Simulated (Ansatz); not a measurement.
Before relaxation, 1 H2 a cell, flat, over a hollow Se-Se-Se site (SnSe₂, P-3m1 (No. 164), (0 0 1) face):

```yaml
crystal:
  lattice:
    - [7.67810, 0.00000, 0.00000]
    - [-3.83905, 6.64943, 0.00000]
    - [0.00000, 0.00000, 21.18800]
  atoms:
    - { symbol: Se, position: [0.33333, 0.16667, 0.37757] }
    - { symbol: Se, position: [0.33333, 0.66667, 0.37757] }
    - { symbol: Se, position: [0.83333, 0.16667, 0.37757] }
    - { symbol: Se, position: [0.83333, 0.66667, 0.37757] }
    - { symbol: Sn, position: [0.00000, 0.00000, 0.45280] }
    - { symbol: Sn, position: [0.00000, 0.50000, 0.45280] }
    - { symbol: Sn, position: [0.50000, 0.00000, 0.45280] }
    - { symbol: Sn, position: [0.50000, 0.50000, 0.45280] }
    - { symbol: Se, position: [0.16667, 0.33333, 0.52803] }
    - { symbol: Se, position: [0.16667, 0.83333, 0.52803] }
    - { symbol: Se, position: [0.66667, 0.33333, 0.52803] }
    - { symbol: Se, position: [0.66667, 0.83333, 0.52803] }
    - { symbol: H, position: [0.33333, 0.66667, 0.59458] }
    - { symbol: H, position: [0.22428, 0.58721, 0.59458] }
```

Computed with Ansatz 0.2.0, DFT PBE+D3(BJ), scalar-relativistic, plane waves, PAW. Plane waves to 420 eV, a k mesh through Γ of 3×3×1 on the computed 14-atom cell and Gaussian smearing (0.05 eV); no spin polarisation. The cell repeats along c with a dipole correction in the vacuum.

Atoms 1, 2, 3, 4 (counted from 1) are held. The cell is fixed. Force threshold 0.04 eV/Å.

| step | E − E_final (eV) | largest force (eV/Å) |
| --- | --- | --- |
| 1 | 0.478 | 0.886 |
| 2 | 0.344 | 0.784 |
| 3 | 0.197 | 0.282 |
| 4 | 0.119 | 0.153 |
| 5 | 0.066 | 0.107 |
| 6 | 0.032 | 0.068 |
| 7 | 0.012 | 0.037 |
| 8 | 0.012 | 0.037 |
| 9 | 0.003 | 0.024 |
| 10 | 0.000 | 0.037 |

(1) What is the final structure?

The end is the local minimum or symmetric point that this start leads to.

Results:

(1)
```
CELL_PARAMETERS angstrom
7.67810 0.00000 0.00000
-3.83905 6.64943 0.00000
0.00000 0.00000 21.18800
ATOMIC_POSITIONS crystal
Se 0.33333 0.16667 0.37757
Se 0.33333 0.66667 0.37757
Se 0.83333 0.16667 0.37757
Se 0.83333 0.66667 0.37757
Sn 0.99989 0.99992 0.45302
Sn 0.00037 0.50017 0.45282
Sn 0.49989 0.99962 0.45283
Sn 0.49986 0.50029 0.45285
Se 0.16655 0.33310 0.52815
Se 0.16668 0.83342 0.52815
Se 0.66675 0.33345 0.52791
Se 0.66679 0.83342 0.52827
H 0.38370 0.70187 0.66362
H 0.27745 0.61567 0.66242
```

Cost: 1 run of about 15 core-minutes, on Arm Neoverse V1 (shared hosts).